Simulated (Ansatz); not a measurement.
Al: a vibration from a frozen displacement

All numbers below come from Ansatz, DFT PBEsol, scalar-relativistic, plane waves, PAW. The runs took a 420 eV cutoff, a Γ-centred 18×18×6 mesh and Gaussian smearing (0.15 eV). No spin polarisation. Energies are free energies at this smearing, counted from the undisturbed cell; pressure is positive in compression.

Zero of the scan (relaxed at this level; this form isn't the usual structure):

```xyz
4
Lattice="2.8363 0.0000 0.0000 -1.4181 2.4563 0.0000 0.0000 0.0000 9.3221" Properties=species:S:1:pos:R:3 pbc="T T T"
Al    0.0000    0.0000    0.0000
Al    0.0000    1.6375    2.3305
Al    0.0000    0.0000    4.6611
Al    1.4181    0.8188    6.9916
```

Atom 2 (Al) is moved by x along the Cartesian unit vector (-0.500, -0.866, 0.000); the cell and all other atoms stay fixed. The cell's volume is 64.95 Å³; the moved atoms weigh 26.982 u together and the others 80.945 u. Some rows repeat others by symmetry and weren't run.

| x (Å) | ΔE (meV/cell) | total force on the moved atoms along the move (eV/Å) | pressure (GPa) |
| --- | --- | --- | --- |
| -0.2000 | 23.30 | 0.2298 | 0.1954 |
| -0.1667 | 16.26 | 0.1931 | 0.1390 |
| -0.1333 | 10.43 | 0.1555 | 0.0925 |
| -0.0667 | 2.62 | 0.0785 | 0.0301 |
| 0.0000 | 0.00 | 0.0000 | 0.0091 |
| 0.0667 | 2.62 | -0.0785 | 0.0301 |
| 0.1333 | 10.43 | -0.1555 | 0.0925 |
| 0.1667 | 16.26 | -0.1931 | 0.1390 |
| 0.2000 | 23.30 | -0.2298 | 0.1954 |

Problem. What frequency belongs to this motion?

Solution. The force constant is k = −dF/dx = 1.177 eV/Å², from the parabola through x = -0.0667, 0 and 0.0667. In every cell the moved atoms swing against the rest, so the mass is μ = m₁m₂/(m₁ + m₂) = 20.236 u, and ν̃ = 521.5 cm⁻¹ × √(|k|/μ) = 126 cm⁻¹. The pattern needn't be a normal mode: ν̃² is then a weighted mean of the squared nonzero frequencies at the zone centre of this cell, so it lies between the lowest and the highest of them.

Problem. How far does the harmonic law reach?

Solution. At x = -0.200 Å, kx²/2 = 23.55 meV against the computed 23.30 meV (-1.1 %): the well is still close to harmonic there.

Problem. The pressure changes with x². What does that say about the frequency under compression?

Solution. With E = k(V)x²/2, k ∝ V^(−2γ) and x scaling with the cell as V^(1/3), P − P0 = −∂E/∂V = (2γ − 2/3) ΔE/V. At x = 0.1333 Å, V(P − P0) = 64.95 × 0.08334 / 160.2 eV = 33.78 meV and ΔE = 10.43 meV, so γ = 1/3 + V(P − P0)/(2ΔE) = 1.95. This is the Grüneisen parameter of the motion under uniform scaling of the cell: shrinking the cell evenly by 1 % in volume raises the frequency by about 1.95 %.

In a metal these slopes depend on the k mesh and the smearing.

Cost: 5 runs of about 7.8 core-minutes in all, on Intel Xeon Processor @ 2.50GHz (Skylake/Cascade Lake) (shared hosts).